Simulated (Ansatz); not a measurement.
# Zone-centre phonons of SrCaSO: input and output

Level of theory: DFT PBE, scalar-relativistic, plane waves, PAW in Ansatz.

It can be run as:
```bash
ansatz run input.yaml --threads 1 --pin off --backend cpu --events-out ev --progress --plain --runs-dir out  # memory cap (--max-ram) not shown
```

Input (bare energies are in eV):
```yaml
crystal:
  lattice:
    - [4.0147083903, 0.0, 0.0]
    - [0.0, 4.0147083903, 0.0]
    - [0.0, 0.0, 5.3701854833]
  atoms:
    - { symbol: Sr, position: [0.0, 0.0, 0.0] }
    - { symbol: Ca, position: [0.5, 0.5, 0.5] }
    - { symbol: S, position: [0.5, 0.5, 0.0] }
    - { symbol: O, position: [0.0, 0.0, 0.5] }
basis:
  ecutwfc: 420
kpoints:
  mp_grid: { grid: [8, 8, 6] }
hamiltonian:
  xc: pbe
scf:
  occupations: { method: fixed }
output:
  eigenvalues: true
phonons:
  method: dfpt
  dielectric: true
  rigid_motions: translations
  eigenvectors: true
```

Results section of the output:
```
--- Phonons (Γ-DFPT): 8 representative perturbations + reference, on 130 of 384 k-points (Σ response iterations 24) ---
  k mesh reduced under 2 symmetry operations, with k and −k counted as one. Each operation leaves every solved perturbation unchanged. A smaller set is not considered because the run solves the response ...
  ASR residual: 2.577e-4 → 0.000e0 eV/Å²; symmetrization residual: 9.407e-6 eV/Å²
  ASR residual per site (eV/Å²): 1.10e-4 1.27e-4 2.58e-4 1.86e-5
  Γ frequencies (cm⁻¹): -185.48 -185.48 0.00 0.00 0.00 47.35 143.61 143.61 251.16 268.36 268.36 331.55
  ε∞ (high-frequency dielectric tensor):
        4.527479     0.000000    -0.000000
        0.000000     4.527479     0.000000
       -0.000000     0.000000     4.508294
  softest optical mode at Γ: -185.48 cm⁻¹; the repairs (sum rule, projections) moved no ω² at Γ by more than (2.03 cm⁻¹)²
  Born effective charges Z* (e; rows j = field, columns β = displacement):
    site 0:
         2.38551    0.00000    0.00000
         0.00000    2.38551    0.00000
         0.00000    0.00000    2.30160
    site 1:
         2.21024    0.00000   -0.00000
         0.00000    2.21024    0.00000
        -0.00000    0.00000    2.67810
    site 2:
        -2.19612    0.00000   -0.00000
        -0.00000   -2.19612    0.00000
        -0.00000    0.00000   -2.27779
    site 3:
        -2.39963   -0.00000    0.00000
        -0.00000   -2.39963   -0.00000
         0.00000   -0.00000   -2.70191
  Z* charge neutrality: 2.340e-3 e pre-enforcement
  solved inside a basis spanned on kpoints, on 8×8×6 k-points, its susceptibility summed on 12×12×8: ε∞ is read to err by 1.3e-2, Z* by 1.3e-2 e (field_mesh: kpoints solves on kpoints); Z* is corrected for ...
  optical modes at Γ without the LO–TO term, one row a degenerate level:
      ω (cm⁻¹) modes IR ((D/Å)²/amu)
       -185.48      2            21.8934
         47.35      1             6.9159
        143.61      2             1.3468
        251.16      1             4.5598
        268.36      2             8.9288
        331.55      1             8.3085
  optical modes at Γ + LO–TO along q̂ = [1.0000, 0.0000, 0.0000]:
      ω (cm⁻¹) modes IR ((D/Å)²/amu)
       -185.48      1            10.9467
         47.35      1             6.9159
         59.61      1             3.1082
        143.61      1             0.6734
        164.45      1             1.5749
        251.16      1             4.5598
        268.36      1             4.4644
        331.55      1             8.3085
        339.38      1            11.4014
  optical modes at Γ + LO–TO along q̂ = [0.0000, 1.0000, 0.0000]:
      ω (cm⁻¹) modes IR ((D/Å)²/amu)
       -185.48      1            10.9467
         47.35      1             6.9159
         59.61      1             3.1082
        143.61      1             0.6734
        164.45      1             1.5749
        251.16      1             4.5598
        268.36      1             4.4644
        331.55      1             8.3085
        339.38      1            11.4014
  optical modes at Γ + LO–TO along q̂ = [0.0000, 0.0000, 1.0000]:
      ω (cm⁻¹) modes IR ((D/Å)²/amu)
       -185.48      2            21.8934
        142.58      1             1.3570
        143.61      2             1.3468
        268.36      2             8.9288
        276.66      1             0.9882
        431.87      1            17.4390
```

Its imaginary modes show that this cell, built by swapping an element in a database structure, isn't a minimum of the energy.

Negative frequencies stand for imaginary ones: the cell is unstable against these modes.